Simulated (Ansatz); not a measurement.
# SrTiO3: electron density at the nuclei under pressure

```
Sr Ti O
1.0
     3.90500    0.00000    0.00000
     0.00000    3.90500    0.00000
     0.00000    0.00000    3.90500
Sr Ti O
1 1 3
Direct
  0.00000 0.00000 0.00000
  0.50000 0.50000 0.50000
  0.00000 0.50000 0.50000
  0.50000 0.00000 0.50000
  0.50000 0.50000 0.00000
```

Atoms are numbered in the order listed.

The cell is COD entry 7212245, as deposited and not checked against the literature; nothing was relaxed.

Computed with Ansatz 0.2.0, DFT, PBEsol, all-electron PAW with datasets made for the crystal, scalar-relativistic.

Settings: a Γ-centred 7×7×7 k mesh, Fermi–Dirac smearing of 0.05 eV, cutoff 540 eV (chosen by the program for this cell), no spin polarisation.

The contact density is the mean electron density over the nuclear volume; its changes follow the s electrons' response to bonding and compression. Changes below are taken from the unscaled cell, where it is 400445 e/Å³ at Sr1, 56693 e/Å³ at Ti2, 2144.08 e/Å³ at O3.

Volumes at which the program chose other datasets or cutoffs are left out.

```tsv
V/V(cell)	P (GPa)	Δρ(0) Sr1 (e/Å³)	Δρ(0) Ti2 (e/Å³)	Δρ(0) O3 (e/Å³)	Vzz O3 (10²¹ V/m²)
0.9800	1.8	0.16	?	-0.06	0.82
0.9900	-0.1	0.08	?	-0.03	0.92
1.0000	-2.0	0.00	0.00	0.00	1.02
1.0100	-3.7	-0.08	-0.17	0.03	1.12
1.0200	-5.3	-0.16	-0.33	?	1.21
```

Task: What belongs in the row "0.9800", column "Δρ(0) Ti2 (e/Å³)"?

Result: 0.34.

Task: Fill in "Δρ(0) Ti2 (e/Å³)" for the row "0.9900".

Result: 0.17.

Task: Give the missing entry: row "1.0200", column "Δρ(0) O3 (e/Å³)".

Result: 0.07.

The datasets are made afresh for each cell, so very small changes are uncertain.
